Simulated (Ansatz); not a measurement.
Values for one crystal, relaxed and computed with DFT-r²SCAN in the program Ansatz with PAW potentials; other levels are named.

* **Volume per atom**: 23.91 Å³
* **Electronic character**: metallic (no gap)
* **Formation energy from the elements (no fitted shifts)**: -780 meV/atom
* **Density of states at the Fermi level**: 0.90 states/eV per atom (mean over ±0.08 eV)

Q: Pick the material that matches.
A. YZn5, P6/mmm (Y on 1a, Zn on 3g, Zn on 2c)
B. PrAu, Cmcm (Pr on 4c, Au on 4c)
C. Li2In, Cmcm (Li on 4c, Li on 4c, In on 4c)
D. YGa, Cmcm (Y on 4c, Ga on 4c)

A: D, YGa, Cmcm (Y on 4c, Ga on 4c)

The workflow started from a Materials Project entry (that database holds measured and hypothetical structures alike); the Crystallography Open Database files this formula in space group No. 63, but the cells were not matched. Whether it is the stable phase at ambient conditions was not checked. The cell was relaxed with r²SCAN under the symmetry of its start; whether a distortion lowers the energy is not shown. The run is not spin-polarised. The references are the lowest solids computed at this level, not always the standard phases. Spin–orbit coupling is left out wherever it is not named.

Potentials: the later of the program's two PAW sets.
